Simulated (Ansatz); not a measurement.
The relaxed structure here is a generated cell of Hg: the first start was made by placing the elements on the sites of a structure type, and the end was not matched to a known phase here, so it may be hypothetical.

The start is a generated cell, Hg placed in the simple-cubic structure type. The cell and all atomic positions are relaxed at zero pressure with r2SCAN (plane waves to 500 eV, PAW, scalar-relativistic; Ansatz, an electronic-structure program). The first steps use a coarse 11×11×11 k-mesh.

Initial structure:
```yaml
crystal:
  lattice:
    - [2.97038, 0.00000, 0.00000]
    - [0.00000, 2.97038, 0.00000]
    - [0.00000, 0.00000, 2.97038]
  atoms:
    - { symbol: Hg, position: [0.00000, 0.00000, 0.00000] }
```

By how much does the energy per atom fall from start to end?

Under 0.01 eV/atom.

How does the volume per atom move from start to end?

+4.8 %, from 26.21 to 27.48 Å³/atom.

What does it relax into? Give the structure.


```cif
data_Hg
_chemical_formula_sum 'Hg1'
_space_group_name_H-M_alt 'Pm-3m'
_space_group_IT_number 221
_space_group_name_Hall '-P 4 2 3'
_cell_length_a 3.01762
_cell_length_b 3.01762
_cell_length_c 3.01762
_cell_angle_alpha 90.000
_cell_angle_beta 90.000
_cell_angle_gamma 90.000
loop_
_atom_site_label
_atom_site_type_symbol
_atom_site_symmetry_multiplicity
_atom_site_Wyckoff_symbol
_atom_site_fract_x
_atom_site_fract_y
_atom_site_fract_z
_atom_site_occupancy
Hg1 Hg 1 a 0.00000 0.00000 0.00000 1
```

The space group stays Pm-3m (No. 221) (the run could not lower it); the end is simple cubic type, with 1 atom in the primitive cell. Final values are on a 15×15×15 k-mesh of the relaxed cell. No spin polarisation in the result.

The run could not lose the symmetry of its start: the end is stationary, and may be a saddle point rather than a minimum.
